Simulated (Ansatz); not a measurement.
TlCl (CsCl type)

```yaml
crystal:
  lattice:
    - [3.90006, 0.00000, 0.00000]
    - [0.00000, 3.90006, 0.00000]
    - [0.00000, 0.00000, 3.90006]
  atoms:
    - { symbol: Tl, position: [0.00000, 0.00000, 0.00000] }
    - { symbol: Cl, position: [0.50000, 0.50000, 0.50000] }
```

The slice is a {100} plane (indices of the conventional cell) through the point (0.500, 0.500, 0.500) (fractional), spanned by u = [100] and v = [010] in vectors of this cell: u (3.90 Å) and v (3.90 Å, at 90° to u). It covers one period; positions are fractions (u, v).

All values below come from PBE (plane waves to 420 eV, PAW, scalar-relativistic; Ansatz, a first-principles code). k mesh 9×9×9. Inside the PAW spheres the values are not all-electron values, and peaks at nuclei hang on which shells count as valence. Spin-orbit coupling is left out, though Tl is heavy. TlCl was relaxed with its symmetry unable to fall.

### Question
Predict the map of the electrostatic potential energy of an electron, from the cell's mean on the slice.

### Answer
```
|xxxxxx+%@@@@@%+xxxxx|
|xxxxx *%@@@@@%* xxxx|
|xxxxx-#%@@@@@%#-xxxx|
|xxxx:*%%%%%%%%%*:xxx|
|xx -*#%%%###%%%#*- x|
|=+*#%%%#######%%%#*+|
|%%%%%%##*****##%%%%%|
|@@@@%%#**+++**#%%@@@|
|@@@@%##*+++++*##%@@@|
|@@@@%##*+++++*##%@@@|
|@@@@%##*+++++*##%@@@|
|@@@@%%#**+++**#%%@@@|
|%%%%%%##*****##%%%%%|
|=+*#%%%#######%%%#*+|
|xx -*#%%%###%%%#*- x|
|xxxx:*%%%%%%%%%*:xxx|
|xxxxx-#%@@@@@%#-xxxx|
|xxxxx *%@@@@@%* xxxx|
|xxxxxx+%@@@@@%+xxxxx|
|xxxxxx=%@@@@@%=xxxxx|
```
Scale: ten equal steps from 1.91 (start of ' ') to 6.98 (end of '@'), in the order ' .:-=+*#%@'. Values: electrostatic potential energy of an electron, from the cell's mean, in eV. The map has 20 points along u (one character each, u = 0 at the left) and 20 along v (v = 0 in the bottom row). Points within 1 Å of a nucleus are blanked (x), as the pseudised field means little there. The zero, the cell's mean, hangs on the PAW cores.
